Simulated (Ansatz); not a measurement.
## Rigid cleavage in MoS2

Computed with DFT PBEsol, scalar-relativistic, plane waves, PAW in Ansatz 0.2.0. Settings: plane waves to 420 eV, k-mesh 10×10×2 (Γ-centred), Gaussian smearing 0.05 eV. No spin polarisation. Energies are free energies at this smearing, counted from the undisturbed cell; pressure is positive in compression.

The starting cell (relaxed at this level):

```
Mo S
1.0
    -3.14143    0.00000    0.00000
    -1.57072   -2.72056    0.00000
     0.00000    0.00000   12.57882
Mo S
2 4
Direct
  0.33333 0.33333 0.25000
  0.66667 0.66667 0.75000
  0.33333 0.33333 0.62605
  0.66667 0.66667 0.12605
  0.33333 0.33333 0.87395
  0.66667 0.66667 0.37395
```

The cell holds layers and no dispersion correction was added, so their binding is poorly described.

The cut lies on the cell's a–b face, a (0 0 1) plane (indices in the standard cell, whose axes needn't be the Cartesian ones shown) of area 8.55 Å², between layers 3.17 Å apart. Vector c is lengthened by d along the normal with the atoms' Cartesian places fixed: one unrelaxed cut a cell.

| d (Å) | energy (J/m²) | traction dE/dd (GPa) | gap on the mesh (eV) |
| --- | --- | --- | --- |
| -0.30 | ? | ? | 0.85 |
| -0.15 | 0.00 | -0.7 | 0.95 |
| 0.00 | 0.00 | 0.0 | 1.02 |
| 0.25 | 0.01 | 0.4 | 1.12 |
| 0.50 | 0.02 | 0.5 | 1.20 |
| 0.75 | ? | ? | 1.26 |
| 1.00 | 0.04 | 0.2 | 1.30 |
| 1.50 | 0.05 | 0.1 | 1.36 |
| 2.00 | 0.05 | 0.0 | 1.39 |
| 3.00 | 0.05 | 0.0 | 1.42 |
| 4.50 | 0.05 | 0.0 | 1.44 |
| 6.00 | ? | 0.0 | 1.44 |

Task: Give the withheld values.

Result: energy (J/m²) at d (Å) = -0.30: 0.02; traction dE/dd (GPa) at d (Å) = -0.30: -2.0; energy (J/m²) at d (Å) = 0.75: 0.03; traction dE/dd (GPa) at d (Å) = 0.75: 0.4; energy (J/m²) at d (Å) = 6.00: 0.05.

Cost: 12 runs of about 1.2 core-minutes in all, on Arm Neoverse V2 (shared hosts).